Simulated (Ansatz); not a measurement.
The start is a generated cell, CaO placed in the rocksalt structure type. Cell shape, volume and atoms are optimised at zero target pressure with r2SCAN (plane waves to 500 eV, PAW, scalar-relativistic; Ansatz, a program for electronic structure). First-step values are on the input's coarse k-mesh.

Ansatz input (later rounds restart from its end on a renewed k-mesh):
Ansatz 0.2 input:
```yaml
crystal:
  lattice:
    - [0, 2.342641, 2.342641]
    - [2.342641, 0, 2.342641]
    - [2.342641, 2.342641, 0]
  atoms:
    - { symbol: O, position: [0, 0, 0] }
    - { symbol: Ca, position: [0.5, 0.5, 0.5] }
basis: { ecutwfc: 500, ecutrho_ratio: 4, xc_grid: 4, fft_grid_basis: typed }
kpoints: { mp_grid: { grid: [9, 9, 9] } }
hamiltonian:
  xc: r2scan
  dispersion: none
  pseudopotentials: { kind: paw }
scf: { occupations: { method: fermi_dirac, width: 0.05 } }
relax: { f_tol: 0.01, max_steps: 100, cell: { stress_tol: 0.02 } }
output: { forces: true, stress: true }
```

Q: By how much does the energy per atom fall from start to end?

A: 26 meV/atom.

Q: How do the shortest distances between atoms change?

A: The closest pairs of elements (up to four, under 3.6 Å), start → end: Ca–O 2.34 → 2.40 Å; O–O 3.31 → 3.39 Å; Ca–Ca 3.31 → 3.39 Å.

Q: What band gap does the relaxed structure have at this level?

A: 4.20 eV, indirect (valence top at Γ, conduction bottom at X) (no spin-orbit coupling).

Q: What does it relax into? Give the structure.

A: 
Space group Fm-3m (No. 225); a = b = c = 4.795 Å, α = β = γ = 90.00°

| atom | site | symmetry | x | y | z |
|---|---|---|---|---|---|
| O | 4a | m-3m | 0.0000 | 0.0000 | 0.0000 |
| Ca | 4b | m-3m | 0.5000 | 0.5000 | 0.5000 |
(The calculation used a cell of 2 atoms; values per cell refer to that cell.)

The space group stays Fm-3m (No. 225) (the run could not lower it); the end is rock salt type, with 2 atoms in the primitive cell. Final values are on a 12×12×12 k-mesh of the relaxed cell. No spin polarisation in the result.

The run could not lose the symmetry of its start; a randomly shaken copy of 2 atoms returns to this structure.

All atoms sit on sites fixed by symmetry, so only the cell could relax.
